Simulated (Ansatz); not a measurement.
Relaxed-ion elastic tensor of Ta2N (anti-CdI2 type, P-3m1) in GPa (Voigt order), r²SCAN in the plane-wave PAW code Ansatz; density 15.58 g/cm³, 13.35 Å³ per atom.

```
  460    160    238  -48.7    0.0    0.0
  160    460    238   48.7    0.0    0.0
  238    238    434    0.0    0.0    0.0
-48.7   48.7    0.0    123    0.0    0.0
  0.0    0.0    0.0    0.0    123  -48.7
  0.0    0.0    0.0    0.0  -48.7    150
```

Task: Is the crystal mechanically stable?

Result: Yes: the smallest eigenvalue of C is 85.6 GPa.

Task: Work out the Voigt, Reuss and Hill averages.

Result: K_V = 292, K_R = 291, K_H = 291; G_V = 127, G_R = 110, G_H = 119 GPa.

Task: Give Young's modulus, Poisson's ratio, Pugh's ratio and the universal anisotropy index.

Result: E = 9KG/(3K + G) = 313 GPa; ν = 0.32; K/G = 2.46 (ductile by the Pugh limit of 1.75); A_U = 5G_V/G_R + K_V/K_R − 6 = 0.75.

Task: Estimate the sound speeds and the Debye temperature.

Result: v_l = √((K + 4G/3)/ρ) = 5370 m/s, v_t = √(G/ρ) = 2760 m/s, mean 3090 m/s; Θ = (h/k)(3n/4πV)^(1/3) v_m = 388 K.

Task: How much does each axis shrink under pressure?

Result: Linear compressibilities β_i = Σ_j S_ij (j = 1 to 3): x 1.3, y 1.3, z 0.92 per TPa.

The r²SCAN relaxation kept the symmetry of its start; of distortions, only those at the zone centre were tested. No spin polarisation was allowed. The volume moved by 19 % from the start of the relaxation. As this level gives no gap, shear constants depend on the k-mesh and smearing (Fermi–Dirac, 0.1 eV here). Scalar-relativistic: spin–orbit coupling is off unless named, which matters more the heavier the elements.

Potentials: the later of the program's two PAW sets.
